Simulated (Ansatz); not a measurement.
A single-point run of Ansatz (plane waves, PAW) on SnTe2 in the anatase structure, with the lines that name the functional removed. Cell and atoms come from a relaxation with r2SCAN+rVV10.

```xyz
6
Lattice="-3.0960 3.0960 4.8220 3.0960 -3.0960 4.8220 3.0960 3.0960 -4.8220" Properties=species:S:1:pos:R:3 pbc="T T T"
Sn    0.0000    3.0960    2.4110
Sn    0.0000    0.0000    0.0000
Te    0.0000    3.0960   -0.6296
Te    0.0000    0.0000    6.6034
Te    0.0000    0.0000    3.0406
Te    0.0000    3.0960    5.4516
```

```
scf.n_extra_bands = 5 over 46 filled bands (N_el = 92.0): the run solves 51 bands
Pseudopotential: Sn, paw, valence charge 14, recommended cutoff 500 eV
Pseudopotential: Te, paw, valence charge 16, recommended cutoff 500 eV
Crystal: 6 atoms, lattice volume = 184.875 Å³
Basis set: ecut = 500 eV, 4673 PW (Γ)
Symmetry: 16 space group operations
Space group: I41/amd (ITA 141)
k-points: 30 of 216
SCF converged after 7 iterations
Free energy (F): -40044.856599 eV
Internal energy: -40044.850043 eV  (E = F + TS)
E sigma→0 (E₀):  -40044.853321 eV
Entropy (-TS):   -0.006556 eV (-1.093 meV/atom)
Fermi energy:    9.577451 eV
--- Per-component energies (eV) ---
  E_band       = -1255.450442
  E_kinetic    = 1090.165685
  E_local      = -6477.808754
  E_nonlocal   = -1308.340292
  E_hartree    = 4169.175189
  E_xc         = -1198.195807
  E_vxc        = -653.212552
  E_paw        = -27059.058518
  E_vpaw       = -2284.996695
  E_vtau       = 40.405491
  E_ewald      = -9263.397673
  E_core_change = 2.610062
  E_smearing   = -0.006556
--- Stress (GPa, compression-positive) ---
       -0.002765       0.000000       0.000000
        0.000000      -0.002765       0.000000
        0.000000       0.000000       0.013266
  P = ⅓ Tr σ = 0.0026 GPa (0.026 kbar)
--- Band table (eV; the first three rows and the last of 30) ---
  k-point 0: bands = […, 5.4128, 5.8139, 5.8139, 6.1277, 8.9894, 9.5831, 10.9055, 10.9055, 12.3892, 13.7670, …]
  k-point 1: bands = […, 6.1110, 6.2172, 6.4216, 6.8316, 8.5952, 8.7761, 10.3972, 10.9887, 13.1000, 13.1903, …]
  k-point 2: bands = […, 7.0821, 7.5216, 7.8670, 7.9346, 7.9774, 8.1039, 9.2083, 10.3125, 11.9422, 12.0719, …]
  k-point 29: bands = […, 6.8964, 6.8964, 7.2427, 7.2427, 7.6509, 7.6509, 10.3907, 10.3907, 12.5892, 12.5892, …]
```

bands.tsv, columns around the gap (it counts bands from 0):
```tsv
# k_distance	band_41	band_42	band_43	band_44	band_45	band_46	band_47	band_48	band_49
# fermi_ev = 9.577451
# [0, 0, 0] at k_distance = 0.000000
# [0, 0, 0.5] at k_distance = 0.717529
# [0.25, 0.25, 0.25] at k_distance = 1.043286
# [0, 0.5, 0] at k_distance = 1.550656
# [0.5, 0.5, -0.5] at k_distance = 2.153600
# [0.353056994, 0.646943006, -0.353056994] at k_distance = 2.451818
# [-0.353056994, 0.353056994, 0.353056994] at k_distance = 3.226058
# [-0.206113988, 0.206113988, 0.5] at k_distance = 3.524276
# [0.5, 0.5, -0.206113988] at k_distance = 4.298516
# levels_relative_to = fermi_ev
0.000	-3.764	-3.764	-3.450	-0.588	0.006	1.328	1.328	2.812	4.190
0.718	-1.911	-0.784	-0.784	-0.641	-0.641	-0.126	-0.126	1.140	1.140
1.043	-1.814	-1.010	-1.010	-0.526	-0.526	0.353	0.353	1.427	1.427
1.551	-2.080	-2.000	-0.850	-0.523	0.271	0.502	0.667	1.572	1.991
2.154	-2.681	-2.335	-2.335	-1.927	-1.927	0.813	0.813	3.012	3.012
2.452	-2.837	-2.369	-1.745	-1.218	-0.804	0.647	0.886	2.324	2.846
3.226	-2.837	-2.369	-1.745	-1.218	-0.804	0.647	0.886	2.324	2.846
3.524	-2.572	-1.523	-1.523	-1.140	-1.140	0.692	0.692	2.313	2.313
4.299	-2.572	-1.523	-1.523	-1.140	-1.140	0.692	0.692	2.313	2.313
```
In order the rows are Γ, X, P, N, M, S, S₀, R, G.

Question: Which level of theory was used?
A. LC-ωPBE
B. r2SCAN
C. LDA
D. r2SCAN+rVV10

Answer: D. r2SCAN+rVV10. The term E_vtau belongs to a meta-GGA, which reads the kinetic-energy density. There is no exchange loop, so no exact exchange. r2SCAN+rVV10 gives no gap: the lowest nominally empty band dips 1.47 eV below the top of the last filled one (its bottom at Γ–X (0.67 of the way from Γ), the top at Γ–M (0.33 of the way from Γ)), so the cell is a metal or semimetal at this level. The log narrows the family; the member has to be judged from the numbers.

Run as `ansatz run input.yaml --threads 2 --pin off --max-ram 2211MiB --backend cpu --events-out ev --progress --plain --runs-dir out`. Wall time 37 s on 2 threads of Intel(R) Xeon(R) Processor @ 2.70GHz, with other jobs on the host, load about 0.9 per core; peak host memory 1.3 GiB.

The cell comes from a prototype generator: it can be a known phase or a hypothetical one. Spin polarisation is off.

Spin-orbit coupling is left out, which matters wherever the heavy atoms make up the band edges.
